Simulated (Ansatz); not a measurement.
Relaxation of a generated trial cell of NbP in the AFLOW prototype AB_oP8_62_c_c (B27, as in FeB); 8 atoms in the cell, which starts as Pnma (No. 62), oP8; a = 6.7749 Å, b = 3.6322 Å, c = 4.9971 Å, α = β = γ = 90.00°. Method: PBE (plane waves to 420 eV, PAW, scalar-relativistic; Ansatz, a quantum-chemistry and plane-wave program). Γ-centred k-mesh 4×6×5 on the run's cell (coarser than for final values), Fermi–Dirac smearing 0.05 eV. This is the first round of the run. 

The optimiser's lines from the output (shortened; P is positive under compression):

```
relax step   1: F+E_penalty+E_count = -21219.03820921 eV  Δ(F+E_penalty+E_count) = +0.000e0 eV  max|allowed force component| = 7.688e0 eV/Å  Δτ_max = 0.0000 Å  P = +78.496 GPa  Ω = 122.967 Å³  (7 SCF iters, dr2 threshold 1.00e-7 eV, accepted)
relax step   2: F+E_penalty+E_count = -21226.76261318 eV  Δ(F+E_penalty+E_count) = -7.724e0 eV  max|allowed force component| = 4.595e0 eV/Å  Δτ_max = 0.0907 Å  P = +39.556 GPa  Ω = 134.051 Å³  (6 SCF iters, dr2 threshold 8.00e-7 eV, accepted)
relax step   3: F+E_penalty+E_count = -21231.29939814 eV  Δ(F+E_penalty+E_count) = -4.537e0 eV  max|allowed force component| = 2.792e0 eV/Å  Δτ_max = 0.1223 Å  P = +16.099 GPa  Ω = 141.259 Å³  (6 SCF iters, dr2 threshold 8.00e-7 eV, accepted)
relax step   4: F+E_penalty+E_count = -21234.26161307 eV  Δ(F+E_penalty+E_count) = -2.962e0 eV  max|allowed force component| = 1.161e0 eV/Å  Δτ_max = 0.1653 Å  P = +4.226 GPa  Ω = 143.540 Å³  (6 SCF iters, dr2 threshold 8.00e-7 eV, accepted)
relax step   5: F+E_penalty+E_count = -21235.21472131 eV  Δ(F+E_penalty+E_count) = -9.531e-1 eV  max|allowed force component| = 7.815e-1 eV/Å  Δτ_max = 0.1032 Å  P = +2.847 GPa  Ω = 138.048 Å³  (6 SCF iters, dr2 threshold 8.00e-7 eV, accepted)
relax step   6: F+E_penalty+E_count = -21235.97159304 eV  Δ(F+E_penalty+E_count) = -7.569e-1 eV  max|allowed force component| = 1.525e0 eV/Å  Δτ_max = 0.1103 Å  P = +5.056 GPa  Ω = 131.212 Å³  (6 SCF iters, dr2 threshold 8.00e-7 eV, accepted)
relax step   7: F+E_penalty+E_count = -21236.46712657 eV  Δ(F+E_penalty+E_count) = -4.955e-1 eV  max|allowed force component| = 6.149e-1 eV/Å  Δτ_max = 0.1389 Å  P = +8.920 GPa  Ω = 123.916 Å³  (6 SCF iters, dr2 threshold 8.00e-7 eV, accepted)
relax step   8: F+E_penalty+E_count = -21236.70643644 eV  Δ(F+E_penalty+E_count) = -2.393e-1 eV  max|allowed force component| = 8.118e-1 eV/Å  Δτ_max = 0.0432 Å  P = +3.739 GPa  Ω = 126.592 Å³  (6 SCF iters, dr2 threshold 8.00e-7 eV, accepted)
relax step   9: F+E_penalty+E_count = -21237.34395916 eV  Δ(F+E_penalty+E_count) = -6.375e-1 eV  max|allowed force component| = 9.425e-1 eV/Å  Δτ_max = 0.2000 Å  P = +2.368 GPa  Ω = 123.719 Å³  (6 SCF iters, dr2 threshold 8.00e-7 eV, accepted)
relax step  10: F+E_penalty+E_count = -21237.72776261 eV  Δ(F+E_penalty+E_count) = -3.838e-1 eV  max|allowed force component| = 4.839e-1 eV/Å  Δτ_max = 0.1918 Å  P = +2.552 GPa  Ω = 120.851 Å³  (6 SCF iters, dr2 threshold 8.00e-7 eV, accepted)
relax step  11: F+E_penalty+E_count = -21237.85303352 eV  Δ(F+E_penalty+E_count) = -1.253e-1 eV  max|allowed force component| = 2.333e-1 eV/Å  Δτ_max = 0.1069 Å  P = +0.937 GPa  Ω = 121.112 Å³  (6 SCF iters, dr2 threshold 8.00e-7 eV, accepted)
relax step  12: F+E_penalty+E_count = -21237.87074212 eV  Δ(F+E_penalty+E_count) = -1.771e-2 eV  max|allowed force component| = 1.166e-1 eV/Å  Δτ_max = 0.0633 Å  P = -1.056 GPa  Ω = 122.485 Å³  (6 SCF iters, dr2 threshold 8.00e-7 eV, accepted)
relax step  13: F+E_penalty+E_count = -21237.85127919 eV  Δ(F+E_penalty+E_count) = +1.946e-2 eV  max|allowed force component| = 1.380e-1 eV/Å  Δτ_max = 0.0766 Å  P = +1.742 GPa  Ω = 120.723 Å³  (6 SCF iters, dr2 threshold 8.00e-7 eV, rejected (line search))
relax step  14: F+E_penalty+E_count = -21237.88412437 eV  Δ(F+E_penalty+E_count) = -1.338e-2 eV  max|allowed force component| = 1.565e-2 eV/Å  Δτ_max = 0.0226 Å  P = -0.105 GPa  Ω = 121.707 Å³  (8 SCF iters, accepted)
relax step  15: F+E_penalty+E_count = -21237.88458820 eV  Δ(F+E_penalty+E_count) = -4.638e-4 eV  max|allowed force component| = 6.019e-3 eV/Å  Δτ_max = 0.0031 Å  P = -0.113 GPa  Ω = 121.749 Å³  (6 SCF iters, dr2 threshold 3.45e-7 eV, accepted)
relax step  16: F+E_penalty+E_count = -21237.88439740 eV  Δ(F+E_penalty+E_count) = +1.908e-4 eV  max|allowed force component| = 3.060e-2 eV/Å  Δτ_max = 0.0043 Å  P = +0.058 GPa  Ω = 121.641 Å³  (6 SCF iters, dr2 threshold 7.50e-8 eV, rejected (line search))
relax step  17: F+E_penalty+E_count = -21237.88465365 eV  Δ(F+E_penalty+E_count) = -6.545e-5 eV  max|allowed force component| = 1.079e-3 eV/Å  Δτ_max = 0.0009 Å  P = -0.001 GPa  Ω = 121.684 Å³  (7 SCF iters, accepted)
relax step  18: F+E_penalty+E_count = -21237.90905218 eV  Δ(F+E_penalty+E_count) = -2.440e-2 eV  max|allowed force component| = 1.863e-3 eV/Å  Δτ_max = 0.0000 Å  P = +0.284 GPa  Ω = 121.684 Å³  stress off target by 7.81e-1 GPa  SCF on the basis re-selected at this cell (its energy is not comparable with the rows above)  (6 SCF iters)
relax step  19: F+E_penalty+E_count = -21237.90977726 eV  Δ(F+E_penalty+E_count) = -7.251e-4 eV  max|allowed force component| = 6.748e-3 eV/Å  Δτ_max = 0.0008 Å  P = +0.003 GPa  Ω = 121.914 Å³  (6 SCF iters, dr2 threshold 8.00e-7 eV, accepted)
relax step  20: F+E_penalty+E_count = -21237.90978455 eV  Δ(F+E_penalty+E_count) = -7.283e-6 eV  max|allowed force component| = 1.417e-3 eV/Å  Δτ_max = 0.0008 Å  P = +0.003 GPa  Ω = 121.914 Å³  (6 SCF iters, dr2 threshold 1.11e-9 eV, accepted)
relax step  21: F+E_penalty+E_count = -21237.90982612 eV  Δ(F+E_penalty+E_count) = -4.157e-5 eV  max|allowed force component| = 1.418e-3 eV/Å  Δτ_max = 0.0000 Å  P = +0.004 GPa  Ω = 121.914 Å³  stress off target by 6.91e-3 GPa  SCF on the basis re-selected at this cell (its energy is not comparable with the rows above)  (8 SCF iters)
```

From the first to the last row the energy changes by -2.36 eV/atom and the volume by -0.9 %. The last row is marked as not comparable with the walk above it, whose basis was carried along; it does compare with step 1, since both stand on a basis selected at the nominal cutoff for their own cell.

Steps 13, 16 were rejected by the optimiser.

Later rounds, restarted from the end of this one on a renewed k-mesh, logged 8 more steps and released under 0.01 eV/atom more. The final structure after all rounds: Pnma (No. 62), oP8; a = 5.9741 Å, b = 4.3305 Å, c = 4.7117 Å, α = β = γ = 90.00°. Between re-selections the logged energies stand on a plane-wave basis carried along with the cell. No spin polarisation in the result.

The run could not lose the symmetry of its start; a randomly shaken copy of 8 atoms returns to this structure.

The relaxed structure here is a generated cell of NbP: the first start was made by placing the elements on the sites of a structure type, and the end was not matched to a known phase here, so it may be hypothetical.
